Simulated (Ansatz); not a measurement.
BP:
```yaml
crystal:
  lattice:
    - [5.59365, 0.00000, 0.00000]
    - [0.00000, 5.59365, 0.00000]
    - [0.00000, 0.00000, 5.59365]
  atoms:
    - { symbol: B, position: [0.25000, 0.00000, 0.50000] }
    - { symbol: B, position: [0.50000, 0.25000, 0.00000] }
    - { symbol: B, position: [0.50000, 0.75000, 0.00000] }
    - { symbol: B, position: [0.75000, 0.00000, 0.50000] }
    - { symbol: B, position: [0.00000, 0.50000, 0.75000] }
    - { symbol: B, position: [0.00000, 0.50000, 0.25000] }
    - { symbol: P, position: [0.25000, 0.50000, 0.00000] }
    - { symbol: P, position: [0.00000, 0.25000, 0.50000] }
    - { symbol: P, position: [0.00000, 0.75000, 0.50000] }
    - { symbol: P, position: [0.75000, 0.50000, 0.00000] }
    - { symbol: P, position: [0.50000, 0.00000, 0.75000] }
    - { symbol: P, position: [0.50000, 0.00000, 0.25000] }
```

Relaxed with PBE. Special points in fractions of this cell's reciprocal vectors: Γ (0.000, 0.000, 0.000); X (0.000, 0.500, 0.000); M (0.500, 0.500, 0.000); R (0.500, 0.500, 0.500).

List the band energies nearest the valence-band maximum at these points for the program Ansatz at the PBE level (PAW).

In eV from the valence-band maximum; about four levels below and three above (degenerate sets whole), none deeper than 8.9 eV; points with the same levels are listed once.

```csv
k,below,above
Γ,-2.58 -2.58 -2.58 0.00 0.00 0.00,1.26 1.26 1.26
X,-1.17 -1.17 -0.82 -0.82,0.67 0.67 3.27 3.27
M,-1.82 -1.82 -1.18 -0.77,2.05 2.05 3.21 3.21
R,-2.62 -2.62 -2.62 -2.62,3.38 3.38 3.38 3.38 3.38 3.38
```

Space group Pm-3n. The start of the workflow was typed in or built on a structure type; neither database checked (COD, Materials Project) lists it. It is not the phase usual at ambient conditions (space group No. 216). The PBE relaxation kept the symmetry of its start; whether a distortion lowers the energy is not shown.

Potentials: the later of the program's two PAW sets.
